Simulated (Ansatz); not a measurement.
Ansatz (an electronic-structure program) input:

Ansatz 0.2 input:
```yaml
crystal:
  lattice:
    - [0.0, 2.8157105355, 2.8157105355]
    - [2.8157105355, 0.0, 2.8157105355]
    - [2.8157105355, 2.8157105355, 0.0]
  atoms:
    - { symbol: Be, position: [0.0, 0.0, 0.0] }
    - { symbol: Te, position: [0.25, 0.25, 0.25] }
kpoints:
  mp_grid: { grid: [6, 6, 6] }
hamiltonian:
  xc: hse06
  pseudopotentials: { azcp: { folder: ./paw }, kind: paw_fr }
magnetization: { noncollinear: true, spin_orbit: true }
scf:
  n_extra_bands: 12
  occupations: { method: gaussian, width: 0.02 }
output:
  eigenvalues: true
  eigenstates:
    e_range: [-9.0, 12.0]
    kpoints:
      - [0.0, 0.0, 0.0]  # VBM
      - [0.0, -0.5, -0.5]  # CBM
      - [0.0, 0.0, 0.0]  # GAMMA
      - [0.5, 0.0, 0.5]  # X
      - [0.5, 0.5, 0.5]  # L
      - [0.5, 0.25, 0.75]  # W
      - [0.375, 0.375, 0.75]  # K
      - [0.625, 0.25, 0.625]  # U
```

Output (shortened):

```
Pseudopotential: Be, paw, valence charge 2
Pseudopotential: Te, paw, valence charge 16
Functional definition: HSE06
non-collinear run that drives no moment, with spin-orbit …
Crystal: 2 atoms, lattice volume = 44.647 Å³
Basis set: ecut = 420 eV, 893 PW (Γ)
Bands: 30, of which v1, the nominal top of the filled ones, is band 18 counted from 1 (17 counted from 0)
Symmetry: 24 space group operations + 24 with time reversal
k-points: 16 of 216 (time reversal used)
Projection manifold: j_resolved (fully-relativistic pseudo-atomic orbitals)
SCF iter   1: F=—  HF=-7076.352330 eV  |F-HF|=—  |Δ(HF+E_count)|=         —  Δρ=3.16e-2  dr2=5.35e-1  dr2_m=0.00e0 (ungated)  ethr=1.00e-1  |M|=0.00e0 ∫|m|=0.00e0 μB  |m|>n=0.0e0 m-floor=0.0e0 τ_xc=0.0e0  β_m=0.30  ⟨swp⟩=5.6  Hψ=1800  notcnv=0
preconditioner: auto → none
SCF iter   2: F=—  HF=-7076.258504 eV  |F-HF|=—  |Δ(HF+E_count)|=   9.38e-2  Δρ=1.95e-2  dr2=1.73e-1  dr2_m=0.00e0 (ungated)  ethr=2.97e-3  |M|=0.00e0 ∫|m|=0.00e0 μB  |m|>n=0.0e0 m-floor=0.0e0 τ_xc=0.0e0  β_m=0.49  ⟨swp⟩=3.4  Hψ=1095  notcnv=0  defer=2
iter 3 solved again at ethr=1.99e-5 eV; its pass at ethr=9.60e-4 eV (dr2=3.59e-3 eV) is discarded
SCF iter   3: F=—  HF=-7076.229542 eV  |F-HF|=—  |Δ(HF+E_count)|=   2.90e-2  Δρ=3.71e-3  dr2=3.57e-3  dr2_m=0.00e0 (ungated)  ethr=1.99e-5  |M|=0.00e0 ∫|m|=0.00e0 μB  |m|>n=0.0e0 m-floor=0.0e0 τ_xc=0.0e0  β_m=0.56  ⟨swp⟩=4.4  Hψ=2520  notcnv=0  defer=18
SCF iter   4: F=-7076.230343 eV  HF=-7076.230293 eV  |F-HF|=5.01e-5  |Δ(HF+E_count)|=   7.51e-4  Δρ=9.91e-4  dr2=2.71e-4  dr2_m=0.00e0 (ungated)  ethr=1.98e-5  |M|=0.00e0 ∫|m|=0.00e0 μB  |m|>n=0.0e0 m-floor=0.0e0 τ_xc=0.0e0  ⟨swp⟩=2.8  Hψ=985  notcnv=0  defer=17
SCF 1 stopped early in 4 iterations: F = -7076.230343 eV  dr2 = 2.71e-4
Crystal: 2 atoms, lattice volume = 44.647 Å³
Projection manifold: j_resolved (fully-relativistic pseudo-atomic orbitals)
Exchange kernel: α = 0.2500, screened, ω = 0.2079 Å⁻¹, Wigner–Seitz truncation, v(0) = 1046.6136 eV·Å³, q-mesh 6×6×6, nearest image of the exchange supercell L …
Frozen-core exchange: fock
SCF iter   1: F=—  HF=-7076.151873 eV  |F-HF|=—  |Δ(HF+E_count)|=         —  Δρ=3.96e-3  dr2=7.57e-3  dr2_m=0.00e0 (ungated)  ethr=1.50e-5  |M|=0.00e0 ∫|m|=0.00e0 μB  |m|>n=0.0e0 m-floor=0.0e0 τ_xc=0.0e0  β_m=0.30  ⟨swp⟩=6.0  Hψ=2094  notcnv=0
preconditioner: auto → none
SCF iter   2: F=—  HF=-7076.149892 eV  |F-HF|=—  |Δ(HF+E_count)|=   1.98e-3  Δρ=1.77e-3  dr2=8.99e-4  dr2_m=0.00e0 (ungated)  ethr=1.50e-5  |M|=0.00e0 ∫|m|=0.00e0 μB  |m|>n=0.0e0 m-floor=0.0e0 τ_xc=0.0e0  β_m=0.50  ⟨swp⟩=3.2  Hψ=1192  notcnv=0  defer=2
SCF iter   3: F=—  HF=-7076.152099 eV  |F-HF|=—  |Δ(HF+E_count)|=   2.21e-3  Δρ=5.43e-4  dr2=9.04e-5  dr2_m=0.00e0 (ungated)  ethr=4.00e-6  |M|=0.00e0 ∫|m|=0.00e0 μB  |m|>n=0.0e0 m-floor=0.0e0 τ_xc=0.0e0  β_m=0.50  ⟨swp⟩=4.0  Hψ=1180  notcnv=0
SCF iter   4: F=—  HF=-7076.152087 eV  |F-HF|=—  |Δ(HF+E_count)|=   1.16e-5  Δρ=1.25e-4  dr2=9.72e-6  dr2_m=0.00e0 (ungated)  ethr=4.62e-7  |M|=0.00e0 ∫|m|=0.00e0 μB  |m|>n=0.0e0 m-floor=0.0e0 τ_xc=0.0e0  β_m=0.52  ⟨swp⟩=2.0  Hψ=775  notcnv=0
SCF iter   5: F=-7076.152106 eV  HF=-7076.152106 eV  |F-HF|=5.11e-7  |Δ(HF+E_count)|=   1.94e-5  Δρ=5.28e-5  dr2=1.25e-6  dr2_m=0.00e0 (ungated)  ethr=4.10e-8  |M|=0.00e0 ∫|m|=0.00e0 μB  |m|>n=0.0e0 m-floor=0.0e0 τ_xc=0.0e0  ⟨swp⟩=3.6  Hψ=999  notcnv=0  defer=6
SCF 2 stopped early in 5 iterations: F = -7076.152106 eV  dr2 = 1.25e-6
hybrid outer 1: dexx = +2.533e-3 eV, tail = 1.23e-5 eV
Crystal: 2 atoms, lattice volume = 44.647 Å³
Projection manifold: j_resolved (fully-relativistic pseudo-atomic orbitals)
Exchange kernel: α = 0.2500, screened, ω = 0.2079 Å⁻¹, Wigner–Seitz truncation, v(0) = 1046.6136 eV·Å³, q-mesh 6×6×6, nearest image of the exchange supercell L …
Frozen-core exchange: fock
SCF iter   1: F=—  HF=-7076.152102 eV  |F-HF|=—  |Δ(HF+E_count)|=         —  Δρ=2.40e-5  dr2=3.84e-7  dr2_m=0.00e0 (ungated)  ethr=3.40e-7  |M|=0.00e0 ∫|m|=0.00e0 μB  |m|>n=0.0e0 m-floor=0.0e0 τ_xc=0.0e0  β_m=0.30  ⟨swp⟩=6.3  Hψ=1282  notcnv=0
preconditioner: auto → none
SCF iter   2: F=-7076.152102 eV  HF=-7076.152102 eV  |F-HF|=1.64e-8  |Δ(HF+E_count)|=   4.69e-8  Δρ=1.38e-5  dr2=5.20e-8  dr2_m=0.00e0 (ungated)  ethr=1.51e-9  |M|=0.00e0 ∫|m|=0.00e0 μB  |m|>n=0.0e0 m-floor=0.0e0 τ_xc=0.0e0  ⟨swp⟩=4.0  Hψ=997  notcnv=0
SCF 3 converged in 2 iterations: F = -7076.152102 eV  dr2 = 5.20e-8
hybrid outer 2: dexx = +1.210e-7 eV, tail = 1.96e-7 eV, Δε = 1.58e-3 eV (about 3.31e-4 eV left of the loop's levels)
NSCF: frozen V_eff on 8 k-points
hybrid SCF converged: 2 outer / 7 inner (+4 warm-up), last move |dexx| = 1.21e-7 eV, tail = 1.96e-7 eV
Stability not checked (fock_operator)
Magnetization: |M| = 0.0000 μB,  M = (+0.0000, +0.0000, +0.0000) μB
Absolute magnetization: 0.0000 μB (∫|m|)
  site 0: m = (+0.0000, +0.0000, +0.0000) μB, |m| = 0.0000 μB  (R = 1.01 Å)
  site 1: m = (+0.0000, +0.0000, +0.0000) μB, |m| = 0.0000 μB  (R = 1.01 Å)
Free energy (F): -7076.152103 eV
Frozen-core exchange: fock
Harris-Foulkes:  -7076.152103 eV  (|F-HF|=1.64e-8)
Internal energy: -7076.152103 eV  (E = F + TS)
E sigma→0 (E₀):  -7076.152103 eV
Fermi energy:    8.434700 eV
--- Per-component energies (eV) ---
  E_band       = -302.779590
  E_kinetic    = 191.771398
  E_local      = -1736.565861  (includes V_loc(G=0)·N_el)
  E_nonlocal   = 70.724619
  E_hartree    = 866.550401
  E_xc         = -114.424588
  E_vxc        = -97.791261  (∫ρ·V_xc dr)
  E_exx        = -47.957970  (= α·E_x^exact, valence–valence)
  E_paw        = -4716.384088  (= ΣΔE_a)
  E_vpaw       = -368.101398  (= ΣTr[D̂ρ^β])
  E_aug_tail   = 0.000086  (compensation charges beyond the density's cutoff)
  E_ewald      = -1589.682849
  E_core_change = -0.183249  (= ΣΔE_core)
  E_smearing   =  0.000000  (= −TS)
  E_closure    =  0.000000  (closes the sum)
  Σ components = -7076.152103   (vs F -7076.152103, Δ=0.00e0)
  [band-id]    e_kinetic+e_local+e_nonlocal+2·e_hartree+e_vxc+2·e_exx+e_vpaw+e_augmentation_tail = -302.777556   (vs E_band -302.779590, Δ=2.03e-3)
--- Band table (eV; the first three rows and the last of 16) ---
  k-point 0: bands = ["-32.4545", "-32.4545", "-32.4545", "-32.4545", "-30.9686", "-30.9686", "-30.9586", "-30.9586", "-30.9586", "-30.9586", "-6.5334", "-6.5334", "6.2529", "6.2529", "7.2626", "7.2626", "7.2626", "7.2626", "11.3688", "11.3688", "11.4464", …
  k-point 1: bands = ["-32.4545", "-32.4542", "-32.4537", "-32.4537", "-30.9677", "-30.9677", "-30.9586", "-30.9586", "-30.9578", "-30.9575", "-6.2418", "-6.2418", "4.7161", "4.7161", "6.3031", "6.3031", "6.8379", "6.8386", "11.2816", "11.2816", "11.9420", …
  k-point 2: bands = ["-32.4541", "-32.4538", "-32.4521", "-32.4521", "-30.9661", "-30.9661", "-30.9586", "-30.9586", "-30.9560", "-30.9556", "-5.5072", "-5.5072", "2.0429", "2.0429", "5.6734", "5.6734", "6.2264", "6.2272", "10.9736", "10.9736", "12.4225", …
  k-point 15: bands = ["-32.4526", "-32.4523", "-32.4517", "-32.4510", "-30.9647", "-30.9638", "-30.9568", "-30.9562", "-30.9560", "-30.9554", "-4.4067", "-4.4062", "1.5268", "1.7116", "3.0394", "3.3556", "3.6664", "3.7157", "11.4417", "11.4511", "12.0136", …
```

Cost: about 7 core-minutes (a rough figure) on shared cores.

The points marked VBM and CBM come from a semilocal run.

Space group F-43m (zinc blende). Symmetry was held in the HSE06 relaxation.

Potentials: the earlier of the program's two PAW sets.

Ansatz is a plane-wave DFT program.
